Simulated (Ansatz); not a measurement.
MoPt:
Space group Pmma (No. 51); a = 4.453 Å, b = 2.718 Å, c = 4.915 Å, α = β = γ = 90.00°

| atom | site | symmetry | x | y | z |
|---|---|---|---|---|---|
| Mo | 2e | mm2 | 0.2500 | 0.0000 | 0.1635 |
| Pt | 2f | mm2 | 0.2500 | 0.5000 | 0.6642 |

Relaxed with PBEsol.

Q: Which orbitals make up the states near the Fermi level in DFT-PBEsol in the program Ansatz with PAW potentials?

A: Within 0.5 eV of the Fermi level: Mo 4d 62 %, Pt 5d 30 %. Projections are on Löwdin-orthogonalised atomic valence shells; empty p or d shells of many metals are not among them.

Q: Tabulate the density of states.

A: States/eV per cell of 4 atoms, in 0.25 eV bins, energy from the Fermi level.

```
E (eV)  total  Pt 5d  Mo 4d  Pt 6s
------  -----  -----  -----  -----
-7.85    0.60   0.06   0.05   0.31
-7.60    0.80   0.14   0.10   0.38
-7.35    1.22   0.32   0.23   0.48
-7.10    2.53   0.87   0.62   0.76
-6.85    2.87   1.35   0.72   0.57
-6.60    3.95   2.37   0.91   0.42
-6.35    5.49   3.63   1.20   0.35
-6.10    5.43   3.72   1.15   0.22
-5.85    5.36   3.89   0.99   0.15
-5.60    4.87   3.51   0.96   0.13
-5.35    5.57   4.10   1.05   0.11
-5.10    5.90   4.23   1.13   0.14
-4.85    3.99   2.92   0.75   0.11
-4.60    5.06   3.64   1.06   0.14
-4.35    3.98   2.80   0.89   0.09
-4.10    3.57   2.58   0.75   0.09
-3.85    5.28   3.71   1.21   0.15
-3.60    5.38   3.74   1.25   0.17
-3.35    6.31   4.47   1.36   0.23
-3.10    5.34   3.45   1.43   0.21
-2.85    4.38   2.57   1.43   0.14
-2.60    3.46   1.79   1.39   0.11
-2.35    3.81   1.68   1.75   0.13
-2.10    4.56   1.75   2.36   0.10
-1.85    4.06   1.12   2.48   0.09
-1.60    4.00   0.93   2.60   0.08
-1.35    4.05   0.89   2.65   0.08
-1.10    4.77   1.01   3.23   0.08
-0.85    3.06   0.71   2.00   0.06
-0.60    2.28   0.54   1.46   0.05
-0.35    2.04   0.49   1.33   0.04
-0.10    2.62   0.79   1.64   0.04
0.15     2.96   1.01   1.75   0.05
0.40     3.07   0.96   1.87   0.08
0.65     3.58   0.99   2.37   0.07
0.90     3.12   0.79   2.13   0.05
1.15     4.00   0.82   2.91   0.08
1.40     3.94   0.69   2.94   0.12
1.65     4.30   0.68   3.23   0.17
1.90     3.99   0.64   2.94   0.19
2.15     4.81   0.67   3.67   0.18
2.40     4.79   0.63   3.71   0.17
2.65     3.06   0.36   2.21   0.16
```

The workflow started from a Materials Project entry (that database holds measured and hypothetical structures alike); the Crystallography Open Database copy checked does not list it. With Mo and Pt taken as one species the cell has the higher symmetry P6_3/mmc, so it may be an ordered model of a mixed-site phase. Its standing as an ambient phase is unchecked. Symmetry was held in the PBEsol relaxation; whether a distortion lowers the energy is not shown. No spin polarisation was allowed. Axis ratios of metals converge slowly with the k-mesh, so a and c are less sure than the volume. Scalar-relativistic: spin–orbit coupling is off unless named, which matters more the heavier the elements.

Potentials: the later of the program's two PAW sets.
